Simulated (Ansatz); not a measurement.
## InRh: energy along a strain

InRh, Pm-3m, a = 3.196 Å (as given, not relaxed at this level: 1.3 GPa). The structure is a COD entry; whether it is the stable form wasn't checked. Ansatz: r2SCAN, PAW, 500 eV, Γ-centred 16×16×16 mesh on 2 atoms, Gaussian smearing 0.15 eV; no spin polarisation. Cell vectors (Å): 3.196 0.000 0.000; 0.000 3.196 0.000; 0.000 0.000 3.196. The cell is strained by x per cent times the pattern (0 0 0 0 0 1) in the order xx yy zz yz xz xy (engineering shears), with fractional coordinates held. y is the free energy over the start, V0 = 16.323 Å³/atom. Symmetry makes y even in x.

```
x (%) y (meV/atom)
-2.00          1.87
-1.00             ?
 0.00          0.00
 0.50          0.12
 1.25          0.73
 1.50          1.05
 1.75          1.43
```

Q: Fit y = c2 x² + c4 x⁴ to the other rows, get the stiffness along the pattern, and predict the missing energy.

A: Least squares on the rows shown. y = 0.4666 x² + 0.0001987 x⁴. The clamped-ion stiffness p·C·p = 2 × 4.666 eV × 160.2 / 16.323 Å³ = 92 GPa, which is C66 in these axes (C44 of the cubic crystal) (second derivative at the start, which stands under stress). At x = -1.00 the fit asked for gives 0.47 meV/atom. The run gave 0.47 meV/atom, the same to the digits shown.